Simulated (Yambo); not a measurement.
# CaHI: sweep of GW parameters

G0W0@PBEsol for CaHI (space group P4/nmm, No. 129) in Yambo. Reference settings: 4×4×1 Γ-centred k mesh, 269 bands and a 8 Ry block in the screening, 269 bands in G with the Bruneval-Gonze terminator, plasmon pole fitted at 27.2 eV. The PBEsol gap (0, 0.25, 0) → M on this mesh is 3.45 eV; G0W0 gaps are taken between the same points.

| change from the reference | G0W0 gap (0, 0.25, 0) → M (eV) | shift of the valence edge (eV) | rough Yambo cost |
|---|---|---|---|
| reference settings | 5.11 | -1.06 | 1 |
| 3 Ry block | 4.81 | -0.73 | about 1/3 |
| pole fitted at 40 eV | 5.11 | -1.11 | – |
| no random integration | 5.12 | -1.08 | – |
| 92 bands in G, no terminator | 5.08 | -0.66 | – |

The reference isn't shown to be the converged limit. Costs are rough (shared machines), scaled to the same edge states, and given only for runs that recompute the screening. The mesh misses a band edge: along a dense path the PBEsol gap is 2.92 eV against 3.45 eV on the mesh.

Without spin-orbit coupling, band edges of such heavy elements can be off by tenths of an eV.

Geometry relaxed with PBE+D3(BJ); primitive cell a = b = 3.9797 Å, c = 8.5908 Å, α = β = γ = 90.00°.

A shift is the quasiparticle energy of the state minus its PBEsol energy.
